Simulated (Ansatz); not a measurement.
# Rb2TeF6, a known structure type with other elements, at an estimated volume

```
Rb F Te
1.0
     5.99715    0.00000    0.00000
    -2.99857    5.19368    0.00000
     0.00000    0.00000    4.93579
Rb F Te
2 6 1
Direct
  0.33330 0.66670 0.69500
  0.66670 0.33330 0.30500
  0.14400 0.85600 0.21300
  0.14400 0.28800 0.21300
  0.71200 0.85600 0.21300
  0.85600 0.14400 0.78700
  0.28800 0.14400 0.78700
  0.85600 0.71200 0.78700
  0.00000 0.00000 0.00000
```

Level: PBE, no spin polarisation; 420 eV; 5×5×5 Γ-centred mesh; fermi-dirac occupations (width 0.1 eV); Ansatz 0.2.0, fixed geometry.

Question: Where is the largest force?

Answer: The largest is on F7 (and as large on other atoms): 7.92 eV/Å, components (5.68, 3.28, -4.43). It makes 179° with the line to a nearest neighbour, Te9 at 1.83 Å, pointing away from it.

Question: Metal or insulator? Give the gap.

Answer: The gap is 2.11 eV, indirect (the least direct gap found is 2.39 eV). A semilocal functional usually gives too small a gap.

Question: Give the Bader charges.

Answer: Bader charges in e: Rb +0.88, Te +3.09, F -0.81. In the mean Te gives up most and F takes most.

Question: What is the formation energy?

Answer: -1.83 eV an atom against the elements' usual phases (free molecules for gases, crystals otherwise, with no correction for O₂ or N₂), so it is bound against them; other compounds may still compete. Relaxing would lower it.

Origin: a known structure type with other elements, at an estimated volume, so it need not be a known compound. Caveats: no spin-orbit coupling, which can shift this gap by tenths of an eV; atoms or cell far from equilibrium.
